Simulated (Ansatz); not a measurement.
Ansatz input

```yaml
crystal:
  lattice:
    - [0.0, 2.3340341924, 2.3340341924]
    - [2.3340341924, 0.0, 2.3340341924]
    - [2.3340341924, 2.3340341924, 0.0]
  atoms:
    - { symbol: Co, position: [0.0, 0.0, 0.0], spin: -1.614 }
    - { symbol: Co, position: [0.5, 0.5, 0.5], spin: -1.614 }
hamiltonian:
  xc: pbesol
  pseudopotentials:
    kind: paw
    azcp:
      Co: "pseudopotentials/Co.paw.azcp"
basis:
  ecutwfc: 420
  fft_grid_basis: typed
kpoints:
  mp_grid: { grid: [14, 14, 14], shift: [0, 0, 0] }
magnetization:
  spin_polarized: true
scf:
  occupations: { method: fermi_dirac, width: 0.05 }
  lower_state_search: "off"
output:
  stress: true
  write_density: true
  write_potential: true
  elf: true
  volumetric_format: npy
```

and its output:

```
Warning: the record states the generating functional pbe (its physics header spells it `PBE`), which answers neither for hamiltonian.xc's functional nor for the pbesol family's — results may be inconsistent (PPs are generated against a specific XC)
Engine: ansatz 0.2.0, aarch64-unknown-linux-gnu
Pseudopotentials: kind: paw
Pseudopotential: Co, paw, valence charge 17, recommended cutoff 420 eV (normal) 
Functional definition: PBEsol
  exchange = pbesol_x
  correlation = pbesol_c
Crystal: 2 atoms, lattice volume = 25.430 Å³
Basis set: ecut = 420 eV, 531 PW (Γ)
Bands: 23, of which v1, the nominal top of the filled ones, is band 17 counted from 1 (16 counted from 0)
Symmetry: 96 space group operations
Space group: Pm-3m (ITA 221), of the structure as read, at distance tolerance 2.9e-5 Å
Magnetic group: BNS 221.92 (UNI 1594), of the structure as read, at distance tolerance 2.9e-5 Å
k-points: 104 of 2744
Non-local potential: Co, projectors of the file, l = 0: 3, l = 1: 2, l = 2: 3, l = 3: 1
PAW form: soft (Blöchl's): semilocal exchange-correlation on the pseudo side does not see the compensation charge
PAW frozen core: Co, regenerated for the run's functional, and the local potential with it (the file was generated under x = pbe(κ = 0.804, μ = 0.2195149727645171), c = pbe(β = 0.06672455060314922))
PAW one-centre angular grid: Co, 590 points (default); XC on 64 Gauss nodes
Initial density: superposition of atomic densities (chi_scale 0.1, normalization cell)
Starting moments: Σ|m| = 3.228 μB on 2 of 2 sites
Initial wavefunctions: pseudopotential atomic-orbital guess
Functional: x = pbesol(κ = 0.804, μ = 0.12345679012345678), c = pbesol(β = 0.046)
iter 1 solved again at ethr=1.68e-4 eV; its pass at ethr=3.10e-3 eV (dr2=5.71e-2 eV) is discarded
SCF iter   1: F=—  HF=-10184.042683 eV  |F-HF|=—  |Δ(HF+E_count)|=         —  Δρ=4.35e-2 (↑4.35e-2 ↓4.11e-2)  dr2=5.75e-2  dr2_m=3.98e-1  M=-3.316 μB ∫|m|=3.334 μB  β_m=1.00  ethr=1.68e-4  ⟨swp⟩=1.0  Hψ=24578  notcnv=0
spin=Collinear: Kerker preconditioning applied to the charge; magnetization (m = ρ↑ − ρ↓) channel mixes plain (no charge-response kernel on spin).
SCF iter   2: F=—  HF=-10184.019244 eV  |F-HF|=—  |Δ(HF+E_count)|=   2.34e-2  Δρ=1.67e-2 (↑1.67e-2 ↓1.06e-2)  dr2=3.21e-2  dr2_m=2.79e-2  M=-3.381 μB ∫|m|=3.452 μB  β_m=1.00  ethr=1.68e-4  ⟨swp⟩=2.9  Hψ=9994  notcnv=0
SCF iter   3: F=—  HF=-10184.079504 eV  |F-HF|=—  |Δ(HF+E_count)|=   6.03e-2  Δρ=8.94e-3 (↑8.94e-3 ↓7.26e-3)  dr2=1.59e-2  dr2_m=7.81e-3  M=-3.439 μB ∫|m|=3.529 μB  β_m=1.00  ethr=9.44e-5  ⟨swp⟩=2.3  Hψ=7123  notcnv=0  defer=28
SCF iter   4: F=—  HF=-10184.136215 eV  |F-HF|=—  |Δ(HF+E_count)|=   5.67e-2  Δρ=6.87e-3 (↑1.89e-3 ↓6.87e-3)  dr2=3.90e-3  dr2_m=3.45e-3  M=-3.481 μB ∫|m|=3.579 μB  β_m=1.00  ethr=4.69e-5  ⟨swp⟩=2.1  Hψ=8788  notcnv=0  defer=28
SCF iter   5: F=—  HF=-10184.175514 eV  |F-HF|=—  |Δ(HF+E_count)|=   3.93e-2  Δρ=5.07e-3 (↑2.81e-3 ↓5.07e-3)  dr2=7.27e-4  dr2_m=3.39e-3  M=-3.525 μB ∫|m|=3.629 μB  β_m=1.00  ethr=1.15e-5  ⟨swp⟩=2.1  Hψ=6196  notcnv=0  defer=29
SCF iter   6: F=—  HF=-10184.198253 eV  |F-HF|=—  |Δ(HF+E_count)|=   2.27e-2  Δρ=4.13e-3 (↑4.13e-3 ↓1.99e-3)  dr2=7.16e-4  dr2_m=2.12e-3  M=-3.562 μB ∫|m|=3.670 μB  β_m=1.00  ethr=2.14e-6  ⟨swp⟩=2.0  Hψ=8984  notcnv=0  defer=30
SCF iter   7: F=—  HF=-10184.213468 eV  |F-HF|=—  |Δ(HF+E_count)|=   1.52e-2  Δρ=3.53e-3 (↑3.53e-3 ↓1.75e-3)  dr2=6.07e-4  dr2_m=1.48e-3  M=-3.591 μB ∫|m|=3.704 μB  β_m=1.00  ethr=2.10e-6  ⟨swp⟩=2.0  Hψ=8302  notcnv=0  defer=30
SCF iter   8: F=—  HF=-10184.223182 eV  |F-HF|=—  |Δ(HF+E_count)|=   9.71e-3  Δρ=3.16e-3 (↑3.16e-3 ↓1.52e-3)  dr2=6.40e-4  dr2_m=1.05e-3  M=-3.616 μB ∫|m|=3.732 μB  β_m=1.00  ethr=1.78e-6  ⟨swp⟩=2.1  Hψ=8099  notcnv=0  defer=30
SCF iter   9: F=—  HF=-10184.229404 eV  |F-HF|=—  |Δ(HF+E_count)|=   6.22e-3  Δρ=2.99e-3 (↑2.99e-3 ↓1.45e-3)  dr2=7.84e-4  dr2_m=7.72e-4  M=-3.637 μB ∫|m|=3.756 μB  β_m=1.00  ethr=1.78e-6  ⟨swp⟩=2.1  Hψ=6908  notcnv=0  defer=30
SCF iter  10: F=—  HF=-10184.233337 eV  |F-HF|=—  |Δ(HF+E_count)|=   3.93e-3  Δρ=2.04e-3 (↑2.04e-3 ↓1.76e-3)  dr2=2.52e-4  dr2_m=5.40e-4  M=-3.654 μB ∫|m|=3.776 μB  β_m=0.30  ethr=1.78e-6  ⟨swp⟩=2.4  Hψ=6622  notcnv=0  defer=30
Mixer restart at iter 10: flushing history
spin-set hold released at iteration 10 (site moments contracting): the magnetisation degrees of freedom join the quasi-Newton model from the next iteration; the mixer history was flushed
SCF iter  11: F=—  HF=-10184.236696 eV  |F-HF|=—  |Δ(HF+E_count)|=   3.36e-3  Δρ=2.44e-3 (↑2.44e-3 ↓2.29e-3)  dr2=1.66e-4  dr2_m=1.09e-3  M=-3.666 μB ∫|m|=3.790 μB  β_m=0.45  ethr=7.41e-7  ⟨swp⟩=2.0  Hψ=7861  notcnv=0  defer=30
SCF iter  12: F=—  HF=-10184.240911 eV  |F-HF|=—  |Δ(HF+E_count)|=   4.22e-3  Δρ=2.19e-3 (↑2.17e-3 ↓2.19e-3)  dr2=2.27e-5  dr2_m=1.08e-3  M=-3.705 μB ∫|m|=3.836 μB  β_m=0.82  ethr=4.89e-7  ⟨swp⟩=2.0  Hψ=8685  notcnv=0  defer=30
SCF iter  13: F=—  HF=-10184.241279 eV  |F-HF|=—  |Δ(HF+E_count)|=   3.68e-4  Δρ=1.46e-4 (↑1.46e-4 ↓1.44e-4)  dr2=8.43e-6  dr2_m=5.82e-7  M=-3.729 μB ∫|m|=3.865 μB  β_m=0.75  ethr=6.69e-8  ⟨swp⟩=2.2  Hψ=8513  notcnv=0  defer=30
SCF iter  14: F=—  HF=-10184.241282 eV  |F-HF|=—  |Δ(HF+E_count)|=   2.79e-6  Δρ=2.30e-4 (↑2.25e-4 ↓2.30e-4)  dr2=2.67e-5  dr2_m=2.49e-8  M=-3.729 μB ∫|m|=3.865 μB  β_m=0.55  ethr=2.48e-8  ⟨swp⟩=2.0  Hψ=8621  notcnv=0  defer=29
SCF iter  15: F=—  HF=-10184.241276 eV  |F-HF|=—  |Δ(HF+E_count)|=   5.89e-6  Δρ=4.36e-5 (↑4.36e-5 ↓2.23e-5)  dr2=5.10e-7  dr2_m=7.04e-8  M=-3.729 μB ∫|m|=3.865 μB  β_m=0.78  ethr=2.48e-8  ⟨swp⟩=2.6  Hψ=8391  notcnv=0  defer=29
SCF iter  16: F=-10184.241276 eV  HF=-10184.241276 eV  |F-HF|=3.17e-9  |Δ(HF+E_count)|=   1.93e-9  Δρ=1.06e-5 (↑1.06e-5 ↓6.20e-6)  dr2=2.41e-8  dr2_m=1.55e-9  M=-3.729 μB ∫|m|=3.865 μB  ethr=2.94e-10  ⟨swp⟩=6.7  Hψ=29005  notcnv=0
SCF 1 converged in 16 iterations: F = -10184.241276 eV  dr2 = 2.41e-8
SCF converged after 16 iterations
Magnetization: -3.7290 μB (15.1355 up, 18.8645 down)
Absolute magnetization: 3.8650 μB (∫|ρ↑−ρ↓|, with the PAW one-centre terms)
Spin contamination: 0.0416 ħ² per cell (⟨S²⟩ above its minimum at these occupations)
Per-site moments (μB) at R_I (Å): [(-1.8744104556415733, 0.962789104365), (-1.8744104556415733, 0.962789104365)]
Free energy (F): -10184.241276 eV
Harris-Foulkes:  -10184.241276 eV  (|F-HF|=3.17e-9)
Internal energy: -10184.215668 eV  (E = F + TS)
E sigma→0 (E₀):  -10184.228472 eV
Entropy (-TS):   -0.025608 eV (-12.804 meV/atom)
Fermi energy:    15.462309 eV
--- Per-component energies (eV) ---
  E_band       = -598.125649
  E_kinetic    = 905.668734
  E_local      = -6299.869201  (includes V_loc(G=0)·N_el)
  E_nonlocal   = 918.454355
  E_hartree    = 2633.080555
  E_xc         = -312.793376
  E_vxc        = -405.427261  (∫ρ·V_xc dr)
  E_paw        = -2970.336157  (= ΣΔE_a)
  E_vpaw       = -983.100973  (= ΣTr[D̂ρ^β])
  E_aug_tail   = 0.000149  (compensation charges beyond the density's cutoff)
  E_ewald      = -5058.797566
  E_core_change = 0.376838  (= ΣΔE_core)
  E_smearing   = -0.025608  (= −TS)
  E_closure    = -0.000000  (closes the sum)
  Σ components = -10184.241276   (vs F -10184.241276, Δ=0.00e0)
--- Stress (GPa, compression-positive) ---
       -6.785680       0.000000      -0.000000
        0.000000      -6.785680       0.000000
       -0.000000       0.000000      -6.785680
  P = ⅓ Tr σ = -6.7857 GPa (-67.857 kbar)
--- Band table (eV; the first three rows and the last of 208) ---
  k-point 0 ↑: bands = ["-78.3167", "-78.1886", "-41.8481", "-41.8481", "-41.8481", "-41.5748", "-41.5748", "-41.5748", "7.2630", "12.4585", "12.4585", "12.9540", "12.9540", "12.9540", "16.6596", "16.6596", "16.6596", "17.3355", "17.3355", "27.2771", "27.2771", "27.2771", "28.2357"]
  k-point 1 ↑: bands = ["-78.3151", "-78.1902", "-41.8453", "-41.8448", "-41.8448", "-41.5790", "-41.5784", "-41.5784", "7.3777", "12.4965", "12.4965", "12.9375", "13.0047", "13.0047", "16.6177", "16.6280", "16.6280", "17.2379", "17.2379", "26.3883", "27.2790", "27.2790", "28.2499"]
  k-point 2 ↑: bands = ["-78.3102", "-78.1946", "-41.8369", "-41.8351", "-41.8351", "-41.5911", "-41.5889", "-41.5889", "7.7180", "12.6102", "12.6102", "12.8919", "13.1531", "13.1531", "16.4990", "16.5324", "16.5324", "16.9623", "16.9623", "24.4899", "27.2966", "27.2966", "28.5072"]
  k-point 103 ↓: bands = ["-80.4772", "-80.4682", "-44.0682", "-44.0595", "-43.9216", "-43.8508", "-43.7160", "-43.7101", "10.9656", "11.4562", "11.5293", "11.6972", "12.6041", "13.3331", "13.3835", "13.5191", "13.8455", "14.0681", "16.5340", "17.6474", "19.1170", "19.3140", "30.4189"]
```
